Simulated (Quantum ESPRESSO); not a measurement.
Parts of the isotropic shielding in BP, by GIPAW with PBE in a modified build of Quantum ESPRESSO, on JTH PAW datasets, 20 Ha, k-mesh 10×10×10 shifted:

```xyz
2
Lattice="0.0000 2.2690 2.2690 2.2690 0.0000 2.2690 2.2690 2.2690 0.0000" Properties=species:S:1:pos:R:3 pbc="T T T"
B      0.0000     0.0000     0.0000
P      1.1345     1.1345     1.1345
```
The cell was made here from an entry of the Crystallography Open Database (unchecked): atoms relaxed with PBE in the measured cell (PBE without dispersion, pw.x of Quantum ESPRESSO, symmetry kept).  Stability against distortions was not tested.

The core term is that of the free atom's frozen core; the paramagnetic column sums the reconstruction terms. These are absolute shieldings with no macroscopic susceptibility term; δ = σ_ref − σ needs a reference computed alike. By our sweeps, such settings leave a few ppm in absolute σ. The datasets of P hold no d projectors, which limits absolute σ on these atoms.

```json
[
 {"site": "B (atom 1)", "core": "165.3", "bare (smooth current)": "-9.4", "diamagnetic correction": "2.9", "paramagnetic corrections": "[?]", "σ_iso (ppm)": "[?]"},
 {"site": "P (atom 2)", "core": "908.8", "bare (smooth current)": "-13.3", "diamagnetic correction": "2.8", "paramagnetic corrections": "[?]", "σ_iso (ppm)": "[?]"}
]
```

Task: What belongs in the gaps?

Result: 
- B (atom 1), paramagnetic corrections: -35.4
- B (atom 1), σ_iso (ppm): 123.4
- P (atom 2), paramagnetic corrections: -466.3
- P (atom 2), σ_iso (ppm): 432.0
